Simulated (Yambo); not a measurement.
Bethe-Salpeter results for NaCuO$_{2}$ at -3 % isotropic strain

```
CELL_PARAMETERS angstrom
      3.14510    -1.32676     0.01224
      3.14510     1.32676     0.01224
     -3.01782     0.00000     5.04000
ATOMIC_POSITIONS crystal
  O  0.57516 0.57516 0.23646
  O  0.42484 0.42484 0.76354
  Na 0.00000 0.00000 0.50000
  Cu 0.00000 0.00000 0.00000
```

The PBEsol cell relaxed from Materials Project entry mp-4541 was given an isotropic strain of -3 % on all lattice vectors, and the atoms were relaxed again.

BSE in Yambo on PBEsol (Quantum ESPRESSO, PseudoDojo norm-conserving, 92 Ry, scalar-relativistic) bands: 8×8×4 mesh, 10 valence and 2 conduction bands, static screening with 36 bands and a 4 Ry block, scissor 1.70 eV, Tamm-Dancoff; field along x.

| state | energy (eV) | states within 2 meV | relative strength | class | main transitions |
|---|---|---|---|---|---|
| 1 | 1.32 | 1 | < 0.01 | dark | VB → CB (76 %) |
| 2 | 1.45 | 1 | < 0.01 | dark | VB → CB (83 %) |
| 3 | 1.67 | 1 | < 0.01 | dark | several band pairs |
| 4 | 2.07 | 1 | 0.08 | weak | VB → CB (84 %) |
| 5 | 2.10 | 1 | < 0.01 | dark | several band pairs |
| 6 | 2.14 | 1 | < 0.01 | dark | VB → CB (76 %) |

These are vertical excitations (zero momentum); the indirect quasiparticle gap, about 2.22 eV, is smaller than the direct one (2.70 eV on the GW mesh). The direct quasiparticle gap on this mesh is 2.69 eV; counted from there, state 1 is bound by 1.37 eV. Convergence with the mesh was not shown.

Spin singlets only. Strengths are relative to the strongest of the lowest states of this run; strong means a line over 3 % of the spectrum's maximum, dark under 0.03 %. Absolute energies carry the error of the G0W0 scissor, whose convergence isn't established; the long-wavelength screening was taken along (1,1,1) although the crystal is anisotropic.

The 3d shell has no Hubbard U; the runs are without spin polarisation, and magnetic order was not tried.

With a shallow 3d shell G0W0 needs far more bands and larger blocks than here, so the scissor is uncertain by tenths of an eV or more.
